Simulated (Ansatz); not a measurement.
YSi$_{3}$Ir in space group I4mm (No. 107; Y on 2a, Si on 2a, Si on 4b, Ir on 2a), r²SCAN (plane waves, PAW; program Ansatz), all energies at zero smearing, with the estimated change up to a 700 eV cutoff added, with one set of potentials and settings (totals compare only within such a set). Cell of 5 atoms (1 Y, 3 Si, 1 Ir): -17729.814 eV.

```tsv
element	reference phase	E (eV/atom)
Y	P6_3/mmc, 2 atoms in the cell	-3859.7073
Si	Fd-3m, 2 atoms in the cell	-639.0667
Ir	Fm-3m, 1 atoms in the cell	-11948.7272
```

Formation energy per atom, worked out: (-17729.814 − 1×(-3859.7073) − 3×(-639.0667) − 1×(-11948.7272))/5 = -0.836 eV/atom (-81 kJ per mol of atoms), at 0 K, without zero-point energy or fitted corrections.

The first step of the workflow began from a Materials Project structure, measured or hypothetical; the Crystallography Open Database copy checked does not list it. Whether it is the stable phase at ambient conditions was not checked. The r²SCAN relaxation kept the symmetry of its start; its stability against distortions is not shown here. No spin polarisation was allowed. The references are the lowest solids computed at this level, not always the standard phases. Scalar-relativistic: spin–orbit coupling is off unless named, which matters more the heavier the elements.

Potentials: the later of the program's two PAW sets.
